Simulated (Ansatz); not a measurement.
Harmonic thermodynamics of Al$_{4}$NiPd$_{3}$

The calculation used DFT PBE, scalar-relativistic, plane waves, PAW in Ansatz. Cutoff 420 eV, 6×6×12 k-points (Γ-centred), Fermi-Dirac smearing of 0.15 eV. No spin polarisation. Phonons by linear response, acoustic sum rule imposed.

Relaxed structure:
```
Al Ni Pd
1.0
     6.07810    0.00000    0.00000
     0.00000    6.07810    0.00000
     0.00000    0.00000    3.02747
Al Ni Pd
4 1 3
Cartesian
  1.5813 4.4968 0.0000
  1.5813 1.5813 0.0000
  4.4968 4.4968 0.0000
  4.4968 1.5813 0.0000
  3.0390 3.0390 1.5137
  3.0390 0.0000 1.5137
  0.0000 0.0000 1.5137
  0.0000 3.0390 1.5137
```

It was reached by relaxing an invented guess, and it needn't be the stable form of this composition. In a metal, frequencies and elastic constants depend on the k mesh and the smearing, soft modes and shear constants most. The q mesh is coarse, so values between its points are rough.

Force constants from linear response on a 1×1×2 q mesh, interpolated to a fine mesh.

(1) Give the zero-point energy per atom.

(2) How large are the vibrational entropy and heat capacity at 300 K?

(3) Tabulate them against temperature.

## Answers

(1) 34.6 meV.

(2) S = 3.81 k_B and C_V = 2.78 k_B per atom, 93 % of the Dulong–Petit value.

(3)
| T (K) | F_vib (meV/atom) | S (k_B/atom) | C_V (k_B/atom) |
| --- | --- | --- | --- |
| 100 | 30.9 | 1.21 | 1.74 |
| 200 | 13.5 | 2.73 | 2.54 |
| 300 | -14.9 | 3.81 | 2.78 |
| 400 | -51.4 | 4.62 | 2.87 |
| 500 | -94.1 | 5.27 | 2.92 |
| 600 | -141.9 | 5.80 | 2.94 |
| 700 | -193.9 | 6.26 | 2.96 |
| 800 | -249.6 | 6.65 | 2.97 |
| 900 | -308.5 | 7.00 | 2.97 |
| 1000 | -370.2 | 7.32 | 2.98 |
